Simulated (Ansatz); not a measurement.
# Computed properties of AlP

AlP:
```
CELL_PARAMETERS angstrom
      3.60408     0.00000     0.00000
     -1.80204     3.12123     0.00000
      0.00000     0.00000     5.77717
ATOMIC_POSITIONS crystal
  Al 0.00000 0.00000 0.00000
  Al 0.00000 0.00000 0.50000
  P  0.33333 0.66667 0.25000
  P  0.66667 0.33333 0.75000
```

Space group P6_3/mmc (No. 194), NiAs type; conventional cell a = 3.6041 Å, b = 3.6041 Å, c = 5.7772 Å, α = 90.00°, β = 90.00°, γ = 120.00°.

Method: plane-wave PAW PBE (Ansatz code). Geometry: relaxed at this level of theory. Other levels are named where they apply.

**Cell and energy**

| Item | Result |
|---|---|
| Volume per atom | 16.25 Å³ |
| Density | 2.96 g/cm³ |
| Formation energy from the elements (no fitted shifts) | -37 kJ/mol-atom |

**Electronic structure**

| Quantity | Value |
|---|---|
| Electronic character | metallic (no gap) |
| Density of states at the Fermi level | 0.17 states/eV per atom (mean over ±0.08 eV) |

**Mechanics**

| Quantity | Value |
|---|---|
| Bulk modulus (Birch–Murnaghan fit) | 103 GPa |
| Pressure derivative B′ | 4.2 |

The cell is a constructed one: a structure type filled with these elements; neither database checked (COD, Materials Project) lists it. It is not the phase usual at ambient conditions (space group No. 216). The cell was relaxed with PBE under the symmetry of its start; whether a distortion lowers the energy is not shown. The references are the lowest solids computed at this level, not always the standard phases.

Potentials: the later of the program's two PAW sets.
